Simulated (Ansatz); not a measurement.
CdS:
```xyz
2
Lattice="0.0000 2.9122 2.9122 2.9122 0.0000 2.9122 2.9122 2.9122 0.0000" Properties=species:S:1:pos:R:3 pbc="T T T"
S      4.3683     4.3683     4.3683
Cd     0.0000     0.0000     0.0000
```

Plane-wave PAW PBEsol (Ansatz code) gives a gap of 1.01 eV without spin–orbit coupling, maximum at Γ, minimum at Γ.

Question: What happens when spin–orbit coupling is switched on?

Answer: The gap falls by 0.01 eV, to 1.00 eV; maximum at Γ, minimum at Γ.

Question: How large is the spin–orbit splitting of the valence top at Γ?

Answer: The fourfold level lies 0.04 eV above the split-off pair.

Question: Give the electron effective mass with spin–orbit coupling.

Answer: 0.11 mₑ (isotropic).

Space group F-43m (zinc blende). The PBEsol relaxation kept the symmetry of its start.

Potentials: the later of the program's two PAW sets.
